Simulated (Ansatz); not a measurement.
CsGeBr$_{3}$:
```
CsGeBr3
1.0
    5.53333     0.00000     0.00000
    0.00000     5.53333     0.00000
    0.00000     0.00000     5.53333
Cs Ge Br
1 1 3
Direct
  0.00000   0.00000   0.00000
  0.50000   0.50000   0.50000
  0.50000   0.50000   0.00000
  0.00000   0.50000   0.50000
  0.50000   0.00000   0.50000
```

Relaxed with r²SCAN. Special points in fractions of this cell's reciprocal vectors: Γ (0.000, 0.000, 0.000); X (0.000, 0.500, 0.000); M (0.500, 0.500, 0.000); R (0.500, 0.500, 0.500).

**Question.** List the band energies nearest the valence-band maximum at these points for the program Ansatz at the r²SCAN with spin–orbit coupling level (PAW).

**Answer.** In eV from the valence-band maximum; about four levels below and three above (degenerate sets whole), none deeper than 8.9 eV; points with the same levels are listed once.

```
k                              below                          above
-  ---------------------------------  -----------------------------
Γ            -2.43 -2.43 -2.43 -2.43  3.52 3.52 4.01 4.01 4.01 4.01
X            -2.69 -2.69 -1.92 -1.92            1.58 1.58 5.05 5.05
M            -2.21 -2.21 -0.95 -0.95            1.09 1.09 1.26 1.26
R  -2.09 -2.09 -2.09 -2.09 0.00 0.00  0.52 0.52 0.73 0.73 0.73 0.73
```

Space group Pm-3m (cubic perovskite). The first step of the workflow began from a Materials Project structure, measured or hypothetical; the Crystallography Open Database copy checked does not list it. Whether it is the stable phase at ambient conditions was not checked. The r²SCAN relaxation kept the symmetry of its start; whether a distortion lowers the energy is not shown.

Potentials: the later of the program's two PAW sets.
